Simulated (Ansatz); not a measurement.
**Structures of Cd$_{2}$S: which is lowest?**

Plane-wave DFT in Ansatz with scalar-relativistic PAW potentials, cutoff 500 eV, Γ-centred meshes chosen by cell and gap, Gaussian smearing with energies taken to zero width. Every cell was relaxed (cell and atoms) in a run of its own, within the symmetry of its start. Functional: r2SCAN.

Relaxed structures (starts from databases or built by putting these elements on another compound's sites):
A. P4_2/mnm, 6 atoms in the computed cell, a = 6.383 Å, c = 4.009 Å; sites (symmetry × multiplicity) Cd m.2m × 4, S m.mm × 2; start: built
B. P6/mmm, 3 atoms in the computed cell, a = 4.647 Å, c = 3.699 Å; sites (symmetry × multiplicity) Cd -6m2 × 2, S 6/mmm × 1; start: built

Rank them by energy. Could pressure change the order?

```csv
structure,group,E − E(lowest) (meV/atom),V (Å³/atom),gap on mesh (eV)
A,P4_2/mnm,0.0,27.22,0.00
B,P6/mmm,183,23.06,0.00
```

A is lowest, 183 meV/atom under B. B is denser by 4.16 Å³/atom, so pressure favours it: ΔE/ΔV, with ΔE in eV and 1 eV/Å³ = 160.2 GPa, gives about 7 GPa for equal enthalpy if both cells were rigid, a rough figure since the two compress differently. Other structures may lie lower than all of these, and vibrations aren't counted.

Spin polarisation was left out, and a magnetic state may lie lower.